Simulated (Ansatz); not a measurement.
**Hf3N4 (space group I-43d), energy against volume**

Hf3N4 (space group I-43d)

```xyz
14
Lattice="-3.3671 3.3671 3.3671 3.3671 -3.3671 3.3671 3.3671 3.3671 -3.3671" Properties=species:S:1:pos:R:3 pbc="T T T"
Hf    -1.6836     2.5253     3.3671
Hf     0.8418     3.3671     1.6836
Hf     1.6836     0.8418     3.3671
Hf     2.5253     3.3671    -1.6836
Hf     3.3671    -1.6836     2.5253
Hf     3.3671     1.6836     0.8418
N      0.4479     3.8150    -0.4479
N      2.1315     1.2356    -1.2356
N      2.9192     2.9192     2.9192
N      1.2356    -1.2356     2.1315
N      3.8150    -0.4479     0.4479
N     -1.2356     2.1315     1.2356
N     -0.4479     0.4479     3.8150
N      1.2356     1.2356     1.2356
```

The volume is varied about the relaxed value V₀ at fixed cell shape. The atoms relax within the cell's symmetry.

All values below come from PBE (plane waves to 420 eV, PAW, scalar-relativistic; Ansatz, a quantum-chemistry and plane-wave program). k mesh 6×6×6 (Γ-centred), Fermi-Dirac smearing 0.05 eV. The energy includes the smearing's −TS. Stress and pressure are positive under compression. Hf3N4 is run without spin polarisation. Hf3N4 was relaxed with its symmetry unable to fall. Spin-orbit coupling is left out, though Hf is heavy. ΔE is measured from the relaxed starting cell.

```
V/V₀   ΔE (eV/atom)  P (GPa)
-----  ------------  -------
0.900        0.0941     31.2
0.925        0.0496     21.3
0.950        0.0206     12.9
0.975        0.0049      5.8
1.000        0.0000      0.0
1.025        0.0041     -4.6
1.050        0.0149     -7.7
1.075        0.0305    -10.3
1.100        0.0493    -11.9
```

Derived quantities:

```
Property                                                   Value
-------------------------------------------------  -------------
Pressure at the smallest volume                         31.2 GPa
Energy cost of the largest compression             94.1 meV/atom
Energy cost of the largest expansion               49.3 meV/atom
Bulk modulus B₀ (third-order Birch-Murnaghan fit)        198 GPa
Pressure derivative B₀′ (fit)                                8.4
Equilibrium volume of the fit                      10.91 Å³/atom
Pressure for 5 % compression (fit)                      12.5 GPa
```

The 9 points together took roughly 8 core-minutes.

(A scan under strain: stresses follow from slopes of the energy per volume, elastic moduli from its curvatures.)
